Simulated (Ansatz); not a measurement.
Input and command of a plane-wave DFT calculation in Ansatz:

```yaml
crystal:
  lattice:
    - [0.0, 3.8255114723, 3.8255114723]
    - [3.8255114723, 0.0, 3.8255114723]
    - [3.8255114723, 3.8255114723, 0.0]
  atoms:
    - { symbol: Si, position: [0.625, 0.625, 0.625] }
    - { symbol: Si, position: [0.125, 0.625, 0.625] }
    - { symbol: Si, position: [0.625, 0.625, 0.125] }
    - { symbol: Si, position: [0.625, 0.125, 0.625] }
    - { symbol: Sn, position: [0.0, 0.0, 0.0] }
    - { symbol: Sn, position: [0.25, 0.25, 0.25] }
basis:
  ecutwfc: 420
kpoints:
  mp_grid: { grid: [8, 8, 8] }
hamiltonian:
  xc: pbe
scf:
  occupations: { method: gaussian, width: 0.1 }
output:
  forces: true
  stress: true
  eigenvalues: true
relax:
  adjacent_minimum: "off"
  f_tol: 0.01
  max_steps: 80
  cell: { stress_tol: 0.05 }
```

```bash
ansatz run input.yaml --threads 1 --pin off --max-ram 2560MiB --backend cpu --events-out ev --progress --plain --runs-dir out
```

Processor: Intel(R) Xeon(R) Platinum 8259CL CPU @ 2.50GHz (Skylake/Cascade Lake), 1 thread, on a host shared with other jobs.

**Question.** Estimate time, memory and problem size.

**Answer.** About 40 s on 1 thread of Intel(R) Xeon(R) Platinum 8259CL CPU @ 2.50GHz (Skylake/Cascade Lake), with other jobs on the host, peak memory 0.47 GiB. It solves 28 bands at 29 k points (the mesh reduced by the symmetry that the task leaves, which can be less than the crystal's) with about 2229 plane waves (on the last cell), in 19 SCF iterations over 4 ionic steps.
